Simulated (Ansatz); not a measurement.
Relaxed candidate structures of Ga:

**A**
```cif
data_Ga2
_chemical_formula_sum 'Ga2'
_space_group_name_H-M_alt 'P 1'
_space_group_IT_number 1
_cell_length_a 4.50131
_cell_length_b 4.50131
_cell_length_c 4.50131
_cell_angle_alpha 143.658
_cell_angle_beta 126.217
_cell_angle_gamma 66.651
loop_
_space_group_symop_operation_xyz
  'x, y, z'
loop_
_atom_site_label
_atom_site_type_symbol
_atom_site_fract_x
_atom_site_fract_y
_atom_site_fract_z
_atom_site_occupancy
Ga1 Ga 0.83019 0.83019 0.00000 1
Ga2 Ga 0.16981 0.16981 0.00000 1
```

**B**
```
CELL_PARAMETERS angstrom
      4.45204     0.00000     0.00000
     -2.22602     3.85558     0.00000
      0.00000     0.00000     2.76184
ATOMIC_POSITIONS crystal
  Ga 0.33333 0.66667 0.00000
  Ga 0.66667 0.33333 0.00000
```

**C**
```
CELL_PARAMETERS angstrom
     -3.55433     3.55433     3.55433
      3.55433    -3.55433     3.55433
      3.55433     3.55433    -3.55433
ATOMIC_POSITIONS crystal
  Ga 0.25000 0.25000 0.25000
  Ga 0.50000 0.00000 0.25000
  Ga 0.00000 0.25000 0.50000
  Ga 0.25000 0.50000 0.00000
  Ga 0.75000 0.75000 0.75000
  Ga 0.50000 0.00000 0.75000
  Ga 0.00000 0.75000 0.50000
  Ga 0.75000 0.50000 0.00000
```

**D**
```
Ga
1.0
    5.37590     0.00000     0.00000
    0.00000     5.37590     0.00000
    0.00000     0.00000     5.37590
Ga
8
Direct
  0.25000   0.00000   0.50000
  0.75000   0.00000   0.50000
  0.00000   0.50000   0.25000
  0.00000   0.50000   0.75000
  0.50000   0.25000   0.00000
  0.50000   0.75000   0.00000
  0.00000   0.00000   0.00000
  0.50000   0.50000   0.50000
```

**Question.** Order them by energy per atom (lowest first) at the level PBE (plane waves to 420 eV, PAW, scalar-relativistic; Ansatz, a quantum-chemistry and plane-wave program).

**Answer.** A (reference), D (+0.03 eV/atom), B (+0.11 eV/atom), C (+0.19 eV/atom)

The lowest structure calculated, Cmce, oS8, AFLOW prototype A_oC8_64_f (A11, as in Ga), is not among these; it lies 0.03 eV/atom below the lowest of them. Probably no minimum, since a slightly shaken restart fell lower: P6/mmm, hP2 (by 0.11 eV/atom, to Immm). 1 run with a doubtful electronic state, a coarser numerical grid, an end not at rest or a source that can't be used is left out. Each run could gain symmetry but not lose that of its start, so entries can be saddle points. All of these are generated cells (placed on structure types, drawn at random, substituted or restacked) that were not matched to a known phase here. The real structure of this composition may not be among these. Static energies at zero pressure. No spin polarisation in the result.
